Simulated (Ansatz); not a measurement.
# HfN (Fm-3m): lattice vibrations

```
CELL_PARAMETERS angstrom
0.00000 2.25111 2.25111
2.25111 0.00000 2.25111
2.25111 2.25111 0.00000
ATOMIC_POSITIONS crystal
Hf 0.00000 0.00000 0.00000
N 0.50000 0.50000 0.50000
```

Conventional cell: a = 4.502 Å, b = 4.502 Å, c = 4.502 Å, α = 90.00°, β = 90.00°, γ = 90.00°. Hf (atom 1) is surrounded by 6 N at 2.25 Å. N (atom 2) is surrounded by 6 Hf at 2.25 Å.

Computed, not measured; unless marked otherwise by PBEsol, all-electron LAPW in Ansatz 0.2.0, scalar-relativistic. k mesh 14×14×14, Fermi-Dirac smearing of 0.100 eV, basis error target 1 meV/atom. The cell was relaxed by PAW under this functional.

Atoms are displaced by 0.01 Å in the smallest supercells that hold the wave vectors of a 2×2×2 mesh. Negative values stand for unstable modes.

(1) What are the phonon energies at the solved wave vectors, in cm⁻¹?

(2) Is the structure dynamically stable at these wave vectors?

(3) How do the optical zone-centre modes decompose, and which are active?

(4) How well do frozen-core PAW files reproduce these all-electron values?

## Answers

(1) 

```tsv
q	point	modes (cm⁻¹)
0.000 0.000 0.000	Gamma	502.0 (×3)
0.500 0.000 0.000	L	121.3 (×2), 152.5, 513.5, 532.2 (×2)
0.500 0.500 0.000	X	146.5 (×2), 168.6, 483.6, 506.0 (×2)
```

(2) Yes, no mode is unstable there; wave vectors off this mesh aren't tested.

(3) Point group m-3m: Γ_opt = T1u.

```tsv
label	cm⁻¹	activity	mostly
T1u	502.0	IR	N (93 %)
```

In a metal the activity is that of symmetry alone; free carriers screen the infrared modes.

(4) With a cutoff of 420 eV and displacements of 0.0025 Å, the r.m.s. difference over the modes is 0.2 cm⁻¹; the largest difference is 502.4 (PAW) against 502.0 cm⁻¹ (LAPW).

Caveats: responses of metals move with mesh and smearing; no spin-orbit coupling on heavy atoms; the frozen-core PAW files of the compared runs were fitted under PBE, their cores solved anew for this functional.
